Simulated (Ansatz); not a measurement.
Computed with Ansatz 0.2.0, DFT PBE, scalar-relativistic, plane waves, PAW, and for the lanthanide a 4f-in-core norm-conserving potential. All cells share a 770 eV cutoff and Γ-centred k meshes spaced about 0.3 Å⁻¹ or finer (0.25 for metals, 2π included). No spin polarisation in the final relaxations.

All energies are static (0 K, no zero-point motion). All come from trial cells, and lower structures may exist.

Question: These unrelaxed guesses for Ba4Er are each relaxed within their symmetry. Order them by the energy at which they end, lowest first.
A.

```
Ba Er
1.0
     5.59165    0.00000    0.00000
     0.00000    5.59165    0.00000
     0.00000    0.00000    5.59165
Ba Er
4 1
Direct
  0.00000 0.50000 0.50000
  0.50000 0.00000 0.50000
  0.50000 0.50000 0.00000
  0.00000 0.00000 0.00000
  0.50000 0.50000 0.50000
```

B.

```
Ba Er
1.0
    -3.59149    3.59149    3.39868
     3.59149   -3.59149    3.39868
     3.59149    3.59149   -3.39868
Ba Er
4 1
Direct
  0.00000 0.72756 0.72756
  0.00000 0.27244 0.27244
  0.72756 0.00000 0.72756
  0.27244 0.00000 0.27244
  0.50000 0.50000 0.00000
```

C.

```
Ba Er
1.0
     6.66384    0.00000    0.00000
     0.00000    6.66384    0.00000
     0.00000    0.00000    4.31461
Ba Er
4 1
Direct
  0.75502 0.75502 0.24452
  0.24498 0.24498 0.24452
  0.24498 0.75502 0.24452
  0.75502 0.24498 0.24452
  0.50000 0.50000 0.76848
```

D.

```
Ba Er
1.0
     3.73173    2.15451    3.99291
    -3.73173    2.15451    3.99291
     0.00000   -4.30903    3.99291
Ba Er
4 1
Cartesian
  -1.2859 0.7424 7.6571
  0.0000 -1.4849 7.6571
  1.2859 0.7424 7.6571
  0.0000 0.0000 2.3335
  0.0000 0.0000 11.7731
```

Answer: B (ends in I4/mmm, 0 meV/atom), D (ends in R3m, 57 meV/atom), C (ends in P4/mmm, 131 meV/atom), A (ends in Pm-3m, 166 meV/atom). Even the lowest end lies +0.29 eV/atom against the elements.

With atoms moved at random, I4/mmm (by 132 meV/atom) fell into a lower structure. Without a clear test, and held by symmetry: R3m, P4/mmm and Pm-3m. Some types were kept out of the candidates beforehand, so the set may lack a known form.

The lanthanide is trivalent by construction, without f bands, f moments or other valences. The reference runs of the other elements, and any phases without the lanthanide, used 420 eV, which shifts energies against them by under 10 meV/atom. The lanthanide's reference is the lowest of its hcp, dhcp and fcc cells.
